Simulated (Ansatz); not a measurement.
# TiO2 (anatase): scan of one atom of the cell

TiO2 (anatase)

```xyz
6
Lattice="-1.8849 1.8849 4.7759 1.8849 -1.8849 4.7759 1.8849 1.8849 -4.7759" Properties=species:S:1:pos:R:3 pbc="T T T"
Ti     0.0000     0.0000     4.7759
Ti     1.8849     0.0000     2.3879
O      0.0000     0.0000     2.7936
O      1.8849     0.0000     0.4057
O      1.8849     0.0000     4.3702
O      0.0000     0.0000     6.7581
```

In this cell atom 6 (O, nearest neighbour Ti at 1.928 Å; its periodic images, 3.8 Å or more away, move with it) is moved by s along Cartesian [110], unit vector (0.707, 0.707, 0.000); all other atoms and the cell stay fixed.

All values below come from PBEsol (plane waves to 420 eV, PAW, scalar-relativistic; Ansatz, a program for electronic structure). k mesh 10×10×10 (Γ-centred), Fermi-Dirac smearing 0.05 eV. Energies are smeared free energies. Compression counts positive. Left out: 4 of 11 points, with atoms too close for the PAW data. F∥ is the force on the atom along that direction. F⊥ is the part of the force across the line. TiO2 is run without spin polarisation. TiO2 was relaxed with its symmetry unable to fall. ΔE is measured from the undisplaced structure.

```csv
s (Å),ΔE (meV/cell),P (GPa),F∥ (eV/Å),|F⊥| (eV/Å)
-0.348,590,4.17,3.614,2.717
-0.232,252,1.85,2.251,1.541
-0.116,61,0.46,1.067,0.686
0.000,0,0.00,0.000,0.000
0.116,61,0.46,-1.067,0.686
0.232,252,1.85,-2.251,1.541
0.348,590,4.17,-3.614,2.717
```

Read from the data:

Energy at s = 0.348 Å: 590 meV/cell
Force along the line at s = -0.348 Å: 3.61 eV/Å
Symmetry of the curve: even: the same for both signs
Shape of the curve: a single well with its minimum at or next to zero displacement
Force constant k = d²E/ds² at s = 0 (finite differences): 9.03 eV/Å²
Harmonic estimate at the end of the scan: ½ks² = 547 meV/cell against the computed 590 meV/cell, so the well is stiffer than harmonic there

(A displaced cell: forces are minus the slopes of the energy, force constants its curvatures, and phonons follow from these.)
